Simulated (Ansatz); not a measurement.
Relaxing silver (beta-Sn type)

Method: DFT, PBEsol, plane waves (420 eV) with PAW, scalar-relativistic (Ansatz). The PAW files were generated under PBE, with cores re-solved for the functional.

k-point mesh 13×13×9, Fermi-Dirac smearing 0.1 eV, no spin polarisation. Cell and atoms relax.

Starting structure:

```yaml
crystal:
  lattice:
    - [-2.5407104621, 2.5407104621, 1.3872279123]
    - [2.5407104621, -2.5407104621, 1.3872279123]
    - [2.5407104621, 2.5407104621, -1.3872279123]
  atoms:
    - { symbol: Ag, position: [0.0, 0.0, 0.0] }
    - { symbol: Ag, position: [0.75, 0.25, 0.5] }
hamiltonian:
  xc: pbesol
  pseudopotentials:
    kind: paw
    azcp:
      Ag: "pseudopotentials/Ag.paw.azcp"
basis:
  ecutwfc: 420
  fft_grid_basis: typed
kpoints:
  mp_grid: { grid: [13, 13, 9], shift: [0, 0, 0] }
magnetization:
  spin_polarized: false
scf:
  occupations: { method: fermi_dirac, width: 0.1 }
relax:
  max_steps: 60
  f_tol: 0.01
  cell: {}
```

Problem. The pressure at the start is 2.9 GPa. By how much does the volume change?

Solution. From 17.91 to 16.67 Å³ per atom, -6.9 %. The final cell has a = 2.852 Å, c = 4.733 Å (c/a = 1.660).

The cell has left the beta-Sn structure type; it ends in C2/c.

Problem. How much energy does the relaxation gain?

Solution. 300.0 meV per atom.

The k-point mesh keeps fewer symmetry operations than the starting structure has, so the cell can leave it.
